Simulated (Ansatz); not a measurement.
**Moments of MoSe against volume**

These are results of Ansatz, DFT PBE, scalar-relativistic, plane waves, PAW, not measurements.

```yaml
crystal:
  lattice:
    - [0.00000, 2.61016, 2.61016]
    - [5.22033, 2.61016, 2.61016]
    - [5.22033, 5.22033, 0.00000]
  atoms:
    - { symbol: Mo, position: [0.00000, 0.00000, 0.00000] }
    - { symbol: Se, position: [0.50000, 0.50000, 0.00000] }
    - { symbol: Mo, position: [0.00000, 0.00000, 0.50000] }
    - { symbol: Se, position: [0.50000, 0.50000, 0.50000] }
```

| Item | Value |
| --- | --- |
| plane-wave cutoff | 420 eV |
| Γ-centred k-mesh | 14×14×7 |
| occupation rule | Gaussian smearing, 0.1 eV |
| list of starting moments (μB, in atom order) | 2 0 -2 0 |
| check for lower electronic states after the SCF | off |

The cell is scaled evenly at fixed fractional positions, V₀ being the volume of the cell shown; start: antiferromagnetic, doubled cell, propagation vector (0, 1/2, 1/2). The states are those that the runs reached from these starts; a lower one can exist. Energies are extrapolated to zero smearing.

Site moments are spin moments in atom-centred spheres that scale with the neighbour distance.

| V/V₀ | E above lowest (meV/atom) | P (GPa) | cell moment (μB) | site moments (μB) |
| --- | --- | --- | --- | --- |
| 0.800 | 548.0 | 52.5 | 0.00 | none over 0.05 |
| 0.860 | ? | ? | ? | ? |
| 0.920 | ? | ? | ? | ? |
| 0.960 | 69.2 | 12.0 | 0.00 | Mo +1.37, Mo -1.37 |
| 1.000 | 26.3 | 7.2 | 0.00 | Mo +1.63, Mo -1.63 |
| 1.040 | 3.7 | 3.0 | 0.00 | Mo +1.83, Mo -1.83 |
| 1.100 | 0.0 | -1.6 | 0.00 | Mo +2.10, Mo -2.10 |
| 1.180 | 33.0 | -5.8 | 0.00 | Mo +2.40, Mo -2.40 |

Problem. Fill in the withheld rows.

Solution. The withheld rows:

| V/V₀ | E above lowest (meV/atom) | P (GPa) | cell moment (μB) | site moments (μB) |
| --- | --- | --- | --- | --- |
| 0.860 | 278.0 | 30.0 | 0.00 | none over 0.05 |
| 0.920 | 132.2 | 16.0 | 0.00 | Mo +0.74, Mo -0.74 |

Cost: 8 runs of about 2.9 core-minutes in all, on Intel Xeon 6975P-C (Granite Rapids) (shared hosts).